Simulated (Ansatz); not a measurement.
Ru (hcp, Mg type)

```xyz
2
Lattice="2.7222 0.0000 0.0000 -1.3611 2.3575 0.0000 0.0000 0.0000 4.2908" Properties=species:S:1:pos:R:3 pbc="T T T"
Ru     0.0000     1.5716     3.2181
Ru     1.3611     0.7858     1.0727
```

The slice is a (1 -1 0 0) plane (indices of the conventional cell) through the point (0.667, 0.333, 0.250) (fractional), spanned by u = [110] and v = [001] in vectors of this cell: u (2.72 Å) and v (4.29 Å, at 90° to u). It covers one period; positions are fractions (u, v).

All values below come from PBE (plane waves to 420 eV, PAW, scalar-relativistic; Ansatz, a program for electronic structure). k mesh 20×20×11. Inside the PAW spheres the values are not all-electron values, and peaks at nuclei hang on which shells count as valence. Ru is run without spin polarisation. Ru was relaxed with its symmetry unable to fall.

Three fields on this plane, each scaled to ten steps between its own extremes (0 low, 9 high; the total valence density on a logarithmic scale, the potential cut 8 eV below its top; x marks points blanked near nuclei; v = 0 in the bottom row):

Map A
```
|xxxxxxxx35853xxxxxxx|
|xxxxxxxx25752xxxxxxx|
|xxxxxxx3257523xxxxxx|
|xxxxxxx2367632xxxxxx|
|xxxxxx324787423xxxxx|
|xxxxx32467776423xxxx|
|xxx333567666765333xx|
|11234677544457764321|
|23467875311135787643|
|67788752100012578877|
|99987532111112357899|
|99875323xxxxx3235789|
|9875323xxxxxxx323578|
|876422xxxxxxxxx22467|
|765313xxxxxxxxx31356|
|765213xxxxxxxxx31256|
|765313xxxxxxxxx31356|
|876422xxxxxxxxx22467|
|9875323xxxxxxx323578|
|99875323xxxxx3235789|
|99987532111112357899|
|67788752100012578877|
|23467875311135787643|
|11234677544457764321|
|xxx333567666765333xx|
|xxxxx32467776423xxxx|
|xxxxxx324787423xxxxx|
|xxxxxxx2367632xxxxxx|
|xxxxxxx3257523xxxxxx|
|xxxxxxxx25752xxxxxxx|
|xxxxxxxx35853xxxxxxx|
|xxxxxxxx35853xxxxxxx|
```

Map B
```
|xxxxxxxx15651xxxxxxx|
|xxxxxxxx26762xxxxxxx|
|xxxxxxx0477740xxxxxx|
|xxxxxxx1588851xxxxxx|
|xxxxxx047898740xxxxx|
|xxxxx03689998630xxxx|
|xxx013678999876310xx|
|11235677888887765321|
|55667777666667777665|
|88887765433345677888|
|99987642000002467899|
|99986420xxxxx0246899|
|9987520xxxxxxx025789|
|998641xxxxxxxxx14689|
|998630xxxxxxxxx03689|
|998630xxxxxxxxx03689|
|998630xxxxxxxxx03689|
|998641xxxxxxxxx14689|
|9987520xxxxxxx025789|
|99986420xxxxx0246899|
|99987642000002467899|
|88887765433345677888|
|55667777666667777665|
|11235677888887765321|
|xxx013678999876310xx|
|xxxxx03689998630xxxx|
|xxxxxx047898740xxxxx|
|xxxxxxx1588851xxxxxx|
|xxxxxxx0477740xxxxxx|
|xxxxxxxx26762xxxxxxx|
|xxxxxxxx15651xxxxxxx|
|xxxxxxxx15651xxxxxxx|
```

Map C
```
|xxxxxxxx74347xxxxxxx|
|xxxxxxxx63236xxxxxxx|
|xxxxxxx9522259xxxxxx|
|xxxxxxx6311136xxxxxx|
|xxxxxx842000248xxxxx|
|xxxxx85310001358xxxx|
|xxx975321000123579xx|
|77654321100011234567|
|43333222222222223333|
|12222234455544322222|
|01112346788876432111|
|00123579xxxxx9753210|
|0012469xxxxxxx964210|
|001257xxxxxxxxx75210|
|001358xxxxxxxxx85310|
|001359xxxxxxxxx95310|
|001358xxxxxxxxx85310|
|001257xxxxxxxxx75210|
|0012469xxxxxxx964210|
|00123579xxxxx9753210|
|01112346788876432111|
|12222234455544322222|
|43333222222222223333|
|77654321100011234567|
|xxx975321000123579xx|
|xxxxx85310001358xxxx|
|xxxxxx842000248xxxxx|
|xxxxxxx6311136xxxxxx|
|xxxxxxx9522259xxxxxx|
|xxxxxxxx63236xxxxxxx|
|xxxxxxxx74347xxxxxxx|
|xxxxxxxx74347xxxxxxx|
```

Task: Assign the maps to these fields: electron localisation function (ELF); valence electron density; electrostatic potential energy of an electron, from the cell's mean.

Result: A is the electron localisation function (ELF); B is the electrostatic potential energy of an electron, from the cell's mean; C is the valence electron density.
